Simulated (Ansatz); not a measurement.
Se, diamond: geometry optimisation

The calculation used DFT, r2SCAN, plane waves (500 eV) with PAW, scalar-relativistic in Ansatz 0.2.0. The PAW files were generated under PBE, with cores re-solved for the functional.

k-point mesh 9×9×9, Fermi-Dirac smearing 0.1 eV, no spin polarisation. Cell and atoms relax.

Starting structure:

```yaml
crystal:
  lattice:
    - [0.0, 3.0878327507, 3.0878327507]
    - [3.0878327507, 0.0, 3.0878327507]
    - [3.0878327507, 3.0878327507, 0.0]
  atoms:
    - { symbol: Se, position: [0.125, 0.125, 0.125] }
    - { symbol: Se, position: [0.875, 0.875, 0.875] }
hamiltonian:
  xc: r2scan
  pseudopotentials:
    kind: paw
    azcp:
      Se: "pseudopotentials/Se.paw.azcp"
basis:
  ecutwfc: 500
  fft_grid_basis: typed
kpoints:
  mp_grid: { grid: [9, 9, 9], shift: [0, 0, 0] }
magnetization:
  spin_polarized: false
scf:
  occupations: { method: fermi_dirac, width: 0.1 }
relax:
  max_steps: 60
  f_tol: 0.01
  cell: {}
```

Task: What cell does the relaxation end in?

Result: Fd-3m with a = 6.290 Å; 31.11 Å³ per atom against 29.44 at the start (5.7 %).

Task: How much energy does the relaxation gain?

Result: 12.9 meV per atom.

Path of the relaxation (the plane waves are chosen anew near the end, which can shift the energy a little):

```csv
step,E − E(final) (meV/atom),V (Å³/atom),P (GPa),max force (eV/Å)
0,12.85,29.442,2.59,0.000
1,1.26,31.645,-0.70,0.000
2,0.06,31.151,-0.06,0.000
3,0.06,31.109,0.00,0.000
4,0.00,31.109,0.00,0.000
```
